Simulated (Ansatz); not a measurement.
NaCl (rock salt), relaxed and computed with several functionals in Ansatz (plane waves, PAW). Much of their spread follows the volume that each gives.

```csv
functional,V (Å³/atom),B₀ by P(V) fit (GPa)
HSE06,22.57,25.0
PBE,23.10,23.6
PBEsol,21.97,25.9
LDA,20.39,32.1
r²SCAN,22.04,?
```

Task: Fit a straight line to ln B₀ against ln V and predict the withheld value.

Result: Least squares on the 4 shown rows: ln B₀ = -2.46 × ln V + (10.878), with a scatter of 1.3 %. For r²SCAN this gives 26.3. The run itself gave 27.5, a miss of 4.4 % of that, well beyond the scatter: the line misses something about this case.

All cells were relaxed under the symmetry of their starts (and spin orders); stability against distortions was not tested throughout.

Potentials: the earlier of the program's two PAW sets. The files were generated under PBE; for other functionals the program regenerates the frozen cores, and for LDA and PBEsol the local potential too.

Ansatz (a quantum-chemistry and plane-wave program) is a plane-wave DFT program.
